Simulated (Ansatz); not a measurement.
Is this Ni result the lowest state?

System: Ni, an experimental structure (space group Fm-3m, primitive cell doubled); the cell holds 2 atoms. Source: COD entry 4320498; it may be a high-temperature, high-pressure or metastable form.

Theory: DFT, r2SCAN, PAW, plane waves, scalar-relativistic in Ansatz.

```yaml
crystal:
  lattice:
    - [-1.76668, -1.76668, -3.53336]
    - [1.76668, -1.76668, 0.0]
    - [-1.76668, -1.76668, 0.0]
  atoms:
    - { symbol: Ni, position: [0.0, 0.0, 0.0], spin: 2.0 }
    - { symbol: Ni, position: [0.5, 0.5, 0.0], spin: -2.0 }
magnetization:
  spin_polarized: true
hamiltonian:
  xc: r2scan
  pseudopotentials: { kind: paw }
basis:
  ecutwfc: 500
kpoints:
  mp_grid: { grid: [8, 11, 13] }
scf:
  occupations: { method: fermi_dirac, width: 0.05 }
  lower_state_search: "off"
output:
  forces: true
  stress: true
  write_density: true
  write_potential: true
  elf: true
  volumetric_format: npy
```

Command:
```sh
ansatz run input.yaml --threads 2 --pin off --max-ram 5120MiB --backend cpu --events-out ev --progress --plain --runs-dir out
```

It took 2.5 min on 2 threads of Arm Neoverse V1, with other jobs on the host, peak memory 0.93 GiB.

The end of the output:

```
SCF converged after 40 iterations
Stability not told: the lowest value that the SCF's own minimisation read on its close, 7.1e-2 (residual 1.5e-3), is positive but too near zero to vouch for directions that it does not look along: no lower mode is shown, and none is ruled out
Magnetization: 0.0000 μB (18.0000 up, 18.0000 down)
Absolute magnetization: 0.6711 μB (∫|ρ↑−ρ↓|, with the PAW one-centre terms)
Spin contamination: 0.3271 ħ² per cell (⟨S²⟩ above its minimum at these occupations)
Per-site moments (μB) at R_I (Å): [(0.3077, 1.0306), (-0.3077, 1.0306)]
Free energy (F): -11690.328998 eV
Harris-Foulkes:  -11690.328998 eV  (|F-HF|=9.09e-12)
Internal energy: -11690.293873 eV  (E = F + TS)
E sigma→0 (E₀):  -11690.311436 eV
Entropy (-TS):   -0.035125 eV (-17.562 meV/atom)
Fermi energy:    17.501423 eV
--- Forces (eV/Å), atoms counted from 1 ---
  atom   1  Ni    -0.00000000     0.00000000     0.00000000
  atom   2  Ni     0.00000000    -0.00000000     0.00000000
--- Stress (GPa, compression-positive) ---
      -10.697067      -1.205055       0.010113
       -1.205055     -10.697067       0.010113
        0.010114       0.010114     -10.412393
  P = ⅓ Tr σ = -10.6022 GPa (-106.022 kbar)
```

The mesh has less symmetry than the lattice, which lowers the symmetry of the run.

r2SCAN tends to overstate moments and magnetic energies in itinerant metals.

Site moments are taken inside atomic spheres and don't add up to the total.

Problem. Would you trust this as the ground state? If a lower solution is known, describe it.

Solution. No. A state 113 meV/atom (0.226 eV per cell) lower exists in this cell: ferromagnetic, site moments Ni1 0.83, Ni2 0.83 μB, total 1.52 μB per cell, no gap on the k-mesh. It was reached from: parallel moments, default search for lower states [Ni1 2.00, Ni2 2.00 μB]; usual moments times 1.4, signs ++, plain SCF [Ni1 2.80, Ni2 2.80 μB]. The wrong state matters: the pressure is -9.1 GPa there against -10.6 GPa here. This multiple of the primitive cell fits some opposed orders; other multiples fit others. Orders that need a larger cell or non-collinear spins weren't tried.
